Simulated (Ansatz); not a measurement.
Relaxed-ion elastic tensor of CaF$_{2}$ (fluorite, Fm-3m) in GPa (Voigt order), PBEsol in the plane-wave PAW code Ansatz; density 3.26 g/cm³, 13.27 Å³ per atom.

```
 166  46.6  46.6   0.0   0.0   0.0
46.6   166  46.6   0.0   0.0   0.0
46.6  46.6   166   0.0   0.0   0.0
 0.0   0.0   0.0  32.9   0.0   0.0
 0.0   0.0   0.0   0.0  32.9   0.0
 0.0   0.0   0.0   0.0   0.0  32.9
```

### Question
Is the crystal mechanically stable?

### Answer
Yes: the smallest eigenvalue of C is 32.9 GPa.

### Question
Work out the Voigt, Reuss and Hill averages.

### Answer
K_V = 86.4, K_R = 86.4, K_H = 86.4; G_V = 43.6, G_R = 40.1, G_H = 41.8 GPa.

### Question
Give Young's modulus, Poisson's ratio, Pugh's ratio and the universal anisotropy index.

### Answer
E = 9KG/(3K + G) = 108 GPa; ν = 0.29; K/G = 2.07 (ductile by the Pugh limit of 1.75); A_U = 5G_V/G_R + K_V/K_R − 6 = 0.44.

### Question
Estimate the sound speeds and the Debye temperature.

### Answer
v_l = √((K + 4G/3)/ρ) = 6610 m/s, v_t = √(G/ρ) = 3580 m/s, mean 4000 m/s; Θ = (h/k)(3n/4πV)^(1/3) v_m = 503 K.

### Question
Give the Zener ratio and Young's modulus along [100], [110] and [111].

### Answer
A = 2C44/(C11 − C12) = 0.55; 1/E = S11 − 2(S11 − S12 − S44/2)Γ with Γ = 0, 1/4, 1/3 gives 146, 97.2, 87.5 GPa.

Symmetry was held in the PBEsol relaxation.

Potentials: the earlier of the program's two PAW sets. The files were generated under PBE; for other functionals the program regenerates the frozen cores, and for LDA and PBEsol the local potential too.
